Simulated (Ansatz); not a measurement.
**TlVP, a known structure type with other elements, at an estimated volume**

```
CELL_PARAMETERS angstrom
7.24304 0.00000 0.00000
0.00000 3.88153 0.00000
0.00000 0.00000 8.67585
ATOMIC_POSITIONS crystal
P 0.76500 0.25000 0.61300
P 0.73500 0.75000 0.11300
P 0.26500 0.25000 0.88700
P 0.23500 0.75000 0.38700
V 0.12600 0.25000 0.54400
V 0.37400 0.75000 0.04400
V 0.62600 0.25000 0.95600
V 0.87400 0.75000 0.45600
Tl 0.03500 0.25000 0.17300
Tl 0.46500 0.75000 0.67300
Tl 0.53500 0.25000 0.32700
Tl 0.96500 0.75000 0.82700
```

Level: m-r2SCAN, no spin polarisation; 500 eV; 5×9×4 Γ-centred mesh; fermi-dirac occupations (width 0.1 eV); Ansatz 0.2.0, fixed geometry.

(1) Is the cell too large or too small?

(2) Which atom feels the largest force, and which way?

(3) Which element gives electrons and which takes them?

(4) What happens at the Fermi level?

Origin: a known structure type with other elements, at an estimated volume, so it need not be a known compound. Caveats: no spin polarisation, so a magnetic state may lie lower; atoms or cell far from equilibrium; m-r2SCAN is r2SCAN with a changed spin dependence that lowers moments.

Answers

(1) The pressure is -7.4 GPa (compression positive), so with the atoms held at these fractions the cell would first shrink; the forces are large, so a full relaxation may end otherwise. The principal stresses -9.3, -6.5, -6.3 GPa differ, so its shape would change too.

(2) The largest is on P3 (and as large on other atoms): 1.60 eV/Å, components (1.59, 0.00, 0.20). It makes 68° with the line to a nearest neighbour, V6 at 2.50 Å.

(3) Bader charges in e: Tl +0.20, V +0.94, P -1.14. In the mean V gives up most and P takes most.

(4) It is a metal, with about 8.4 states/eV a cell as the mean within 0.25 eV of the Fermi level, mostly V d (68 %).
